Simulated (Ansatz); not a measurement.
**MoS₂: from a starting cell to a relaxed one**

The start is a generated cell, MoS2 placed in the AFLOW prototype AB2_hP12_194_f_ah (C14, as in MgZn2). The cell and all atomic positions are relaxed at zero pressure with PBE (plane waves to 420 eV, PAW, scalar-relativistic; Ansatz, an electronic-structure program). The first steps use a coarse 4×4×2 k-mesh.

Starting cell:
```yaml
crystal:
  lattice:
    - [5.31769, 0.00000, 0.00000]
    - [-2.65885, 4.60526, 0.00000]
    - [0.00000, 0.00000, 8.72130]
  atoms:
    - { symbol: Mo, position: [0.33333, 0.66667, 0.06286] }
    - { symbol: Mo, position: [0.66667, 0.33333, 0.56286] }
    - { symbol: Mo, position: [0.66667, 0.33333, 0.93714] }
    - { symbol: Mo, position: [0.33333, 0.66667, 0.43714] }
    - { symbol: S, position: [0.00000, 0.00000, 0.00000] }
    - { symbol: S, position: [0.00000, 0.00000, 0.50000] }
    - { symbol: S, position: [0.83049, 0.16951, 0.25000] }
    - { symbol: S, position: [0.66097, 0.83049, 0.75000] }
    - { symbol: S, position: [0.83049, 0.66097, 0.25000] }
    - { symbol: S, position: [0.16951, 0.83049, 0.75000] }
    - { symbol: S, position: [0.33903, 0.16951, 0.25000] }
    - { symbol: S, position: [0.16951, 0.33903, 0.75000] }
```

Question: How large is the pressure on the unrelaxed cell, and of which sign?

Answer: -14 GPa (negative: the cell is under tension).

Question: By how much does the energy per atom fall from start to end?

Answer: 0.88 to 0.95 eV/atom (the two k-meshes of the run give this range).

Question: How does the volume change?

Answer: -3.8 %, from 17.80 to 17.11 Å³/atom.

Question: How do the shortest distances between atoms change?

Answer: The closest pairs of elements (up to four, under 3.6 Å), start → end: S–S 2.61 → 2.31 Å; Mo–S 3.12 → 2.45 Å; Mo–Mo 3.26 → 3.02 Å.

Question: What band gap does the relaxed structure have at this level?

Answer: No gap (metallic).

The space group stays P6₃/mmc (No. 194) (the run could not lower it), with 12 atoms in the primitive cell. Final values are on a 9×9×4 k-mesh of the relaxed cell. No spin polarisation in the result.

The run could not lose the symmetry of its start.

The first start was generated by placing the elements on the sites of a structure type. A measured structure of MoS2 has the same space group, P6₃/mmc (No. 194); the sites were not compared with it.
